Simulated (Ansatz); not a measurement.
## Calculated with Ansatz: CdBr₃, settings compared

The input file (Ansatz 0.2.0, plane waves):

```yaml
crystal:
  lattice:
    - [7.713258, 0.0, 0.0]
    - [-3.856629, 6.679878, 0.0]
    - [0.0, 0.0, 4.403098]
  atoms:
    - { symbol: Br, position: [0.3877, 0.3019, 0.25] }
    - { symbol: Br, position: [0.0858, 0.3877, 0.75] }
    - { symbol: Br, position: [0.6981, 0.0858, 0.25] }
    - { symbol: Br, position: [0.6123, 0.6981, 0.75] }
    - { symbol: Br, position: [0.9142, 0.6123, 0.25] }
    - { symbol: Br, position: [0.3019, 0.9142, 0.75] }
    - { symbol: Cd, position: [0.3333, 0.6667, 0.25] }
    - { symbol: Cd, position: [0.6666, 0.3333, 0.75] }
  symmetry: { tolerance: 0.0003 }
kpoints:
  mp_grid: { grid: [3, 3, 4], shift: [0, 0, 0] }
magnetization:
  spin_polarized: false
scf:
  occupations: { method: fermi_dirac }
hamiltonian:
  pseudopotentials: { kind: paw }
  xc: pbe
basis:
  ecutwfc: 420
output:
  forces: true
  stress: true
  eigenvalues: true
  write_density: true
  write_potential: true
  elf: true
  volumetric_format: npy
```

Run with:

```bash
ansatz run input.yaml --threads 1 --pin off --max-ram 2560MiB --backend cpu --events-out ev --progress --plain --runs-dir out
```

Origin of the cell: a known structure type with other elements, at an estimated volume, so it need not be a known compound.

The smearing width isn't typed, so it takes its default of 0.1 eV.

Output of this run (shortened):

```
SCF iter   1: F=—  HF=-33210.202357 eV  Δρ=1.87e-3  dr2=9.41e-3  defer=7
SCF iter   2: F=—  HF=-33210.208731 eV  Δρ=1.33e-3  dr2=5.37e-3  defer=10
SCF iter   3: F=—  HF=-33210.207401 eV  Δρ=3.16e-4  dr2=5.16e-4  defer=10
SCF iter   4: F=—  HF=-33210.207323 eV  Δρ=1.54e-4  dr2=1.20e-4  defer=10
SCF iter   5: F=—  HF=-33210.207275 eV  Δρ=3.55e-5  dr2=3.48e-6  defer=10
SCF iter   6: F=—  HF=-33210.207252 eV  Δρ=6.30e-6  dr2=1.85e-7  defer=10
SCF iter   7: F=-33210.207252 eV  HF=-33210.207252 eV  Δρ=1.52e-6  dr2=9.91e-9
SCF 1 converged in 7 iterations: F = -33210.207252 eV  dr2 = 9.91e-9
SCF converged after 7 iterations
Free energy (F): -33210.207252 eV
Harris-Foulkes:  -33210.207252 eV  (|F-HF|=5.15e-9)
Internal energy: -33209.826388 eV  (E = F + TS)
E sigma→0 (E₀):  -33210.016820 eV
Entropy (-TS):   -0.380864 eV (-47.608 meV/atom)
Fermi energy:    4.389070 eV
--- Per-component energies (eV) ---
  E_band       = -1167.299506
  E_kinetic    = 1803.337507
  E_local      = -10713.133987  (includes V_loc(G=0)·N_el)
  E_nonlocal   = 492.417561
  E_hartree    = 4730.623412
  E_xc         = -1931.924852
  E_vxc        = -1053.755152  (∫ρ·V_xc dr)
  E_paw        = -21651.379319  (= ΣΔE_a)
  E_vpaw       = -1157.406757  (= ΣTr[D̂ρ^β])
  E_aug_tail   = 0.000025  (compensation charges beyond the density's cutoff)
  E_ewald      = -5939.766736
  E_smearing   = -0.380864  (= −TS)
  Σ components = -33210.207252   (vs F -33210.207252, Δ=0.00e0)
--- Forces (eV/Å), atoms counted from 1 ---
  atom   1  Br    -0.026867    -0.094208     0.000000
  atom   2  Br     0.068153    -0.070371    -0.000000
  atom   3  Br     0.095020     0.023837     0.000000
  atom   4  Br     0.026867     0.094208    -0.000000
  atom   5  Br    -0.068153     0.070371     0.000000
  atom   6  Br    -0.095020    -0.023837     0.000000
  atom   7  Cd     0.000000     0.000000     0.000000
  atom   8  Cd    -0.000000     0.000000    -0.000000
  max |Σ_I F_I| component: 3.35e-17 eV/Å
--- Stress (GPa, compression-positive) ---
        1.183651      -0.000000      -0.000000
        0.000000       1.183651       0.000000
       -0.000000       0.000000       0.079065
  P = ⅓ Tr σ = 0.8155 GPa (8.155 kbar)
```

The same input was run again with these changes:

1. `kpoints.mp_grid.grid` [3, 3, 4] → [1, 1, 1]
2. `scf.occupations.method` fermi_dirac → cold; `scf.occupations.width` default → 0.3
3. `hamiltonian.xc` pbe → rpbe
4. `scf.occupations` { method: fermi_dirac } → { method: methfessel_paxton, width: 2.0 }; `scf.max_iter` default → 60

```tsv
run	end	SCF iterations	P (GPa)	max force component (eV/Å)	moment (μB)	ΔE(σ→0) (meV/atom)
base	converged	7	0.82	0.095	–	0
1	converged	8	4.95	0.561	–	524.12
2	converged	7	0.62	0.066	–	5.49
3	converged	7	2.85	0.173	–	–
4	converged	6	0.09	0.081	–	-48.34
```

Energies are compared only where functional, datasets, charge and starting cell are the same.

Not properties of the system: run 1 (too coarse or loose: `kpoints.mp_grid.grid` = [1, 1, 1]), run 2 (too coarse or loose: `scf.occupations.width` = 0.3), run 4 (a smearing of electronvolts).

Caveats of the base run: the k mesh is coarse if the cell is a metal.

Run 2: wide smearing.
Run 3: forces of this functional can be a tenth off on datasets made under PBE.
Run 4: wide smearing.

Time of the base run: 6.2 s on 1 thread of Intel(R) Xeon(R) Platinum 8488C (Sapphire Rapids), with other jobs on the host, peak memory 0.48 GiB, from the program's own first density.
